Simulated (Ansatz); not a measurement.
Input:

ZrB2:
```cif
data_B2Zr
_chemical_formula_sum 'Zr1 B2'
_space_group_name_H-M_alt 'P 1'
_space_group_IT_number 1
_cell_length_a 3.15486
_cell_length_b 3.15486
_cell_length_c 3.50704
_cell_angle_alpha 90.000
_cell_angle_beta 90.000
_cell_angle_gamma 120.000
loop_
_space_group_symop_operation_xyz
  'x, y, z'
loop_
_atom_site_label
_atom_site_type_symbol
_atom_site_fract_x
_atom_site_fract_y
_atom_site_fract_z
_atom_site_occupancy
Zr1 Zr 0.00000 0.00000 0.00000 1
B1 B 0.33333 0.66667 0.50000 1
B2 B 0.66667 0.33333 0.50000 1
```

This is the PBEsol-relaxed structure.

Problem. All from plane-wave PAW PBEsol (Ansatz code), unless another level is named. Predict the Hill bulk and shear moduli.

Solution. 250 and 244 GPa.

Problem. What about the highest zone-centre frequency?

Solution. 786 cm⁻¹.

Space group P6/mmm. The cell was relaxed with PBEsol under the symmetry of its start. The run is not spin-polarised. As this level gives no gap, shear constants depend on the k-mesh and smearing (Fermi–Dirac, 0.1 eV here). As this level gives no gap, phonon frequencies hold no LO–TO term and depend on the k-mesh and smearing (Fermi–Dirac, 0.1 eV here).

Potentials: the earlier of the program's two PAW sets. The files were generated under PBE; for other functionals the program regenerates the frozen cores, and for LDA and PBEsol the local potential too.
